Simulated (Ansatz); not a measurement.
Task: AlN in space group P6_3mc (No. 186; Al on 2a, Al on 2b, N on 2a, N on 2b) is relaxed with PBEsol (plane waves, PAW; program Ansatz). What lattice parameters of the conventional cell result?

Result: a = 3.103 Å, c = 10.049 Å.

Task: Give the free coordinates with the occupied sites.

Result: In one choice of origin and axes:

```csv
atom,site,symmetry,x,y,z
Al,2a,3m.,0.0000,0.0000,0.0015
Al,2b,3m.,0.3333,0.6667,0.2504
N,2a,3m.,0.0000,0.0000,0.3119
N,2b,3m.,0.3333,0.6667,0.0619
```

Task: Is it a metal or does it have a gap at this level?

Result: A gap of 3.90 eV, indirect.

A made-up cell: these elements were put on the sites of a structure type. Its sites differ from those of the usual phase in this space group: another stacking or structure type. The PBEsol relaxation kept the symmetry of its start; whether a distortion lowers the energy is not shown.

Potentials: the later of the program's two PAW sets.
